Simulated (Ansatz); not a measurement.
CaS:
```cif
data_Ca4S4
_chemical_formula_sum 'Ca4 S4'
_space_group_name_H-M_alt 'Fm-3m'
_space_group_IT_number 225
_space_group_name_Hall '-F 4 2 3'
_cell_length_a 5.71202
_cell_length_b 5.71202
_cell_length_c 5.71202
_cell_angle_alpha 90.000
_cell_angle_beta 90.000
_cell_angle_gamma 90.000
loop_
_atom_site_label
_atom_site_type_symbol
_atom_site_symmetry_multiplicity
_atom_site_Wyckoff_symbol
_atom_site_fract_x
_atom_site_fract_y
_atom_site_fract_z
_atom_site_occupancy
Ca1 Ca 4 a 0.00000 0.00000 0.00000 1
S1 S 4 b 0.50000 0.50000 0.50000 1
```
(The calculation used a cell of 2 atoms; values per cell refer to that cell.)

Relaxed with PBE. 

### Question
HSE06 on this cell (Ansatz, a first-principles code, PAW) gives a gap of 3.43 eV. What does PBE give?

### Answer
2.38 eV.

Cost on shared cores: the PBE run (SCF on a 8×8×8 mesh, then bands and DOS) very roughly 10 core-seconds, the HSE06 run (SCF on 6×6×6, then a few points) very roughly 80 core-seconds; the tasks are unlike.

The cell was relaxed with PBE under the symmetry of its start; phonons on a q-mesh show no instability.

Potentials: the later of the program's two PAW sets.

Ansatz is a plane-wave DFT program.
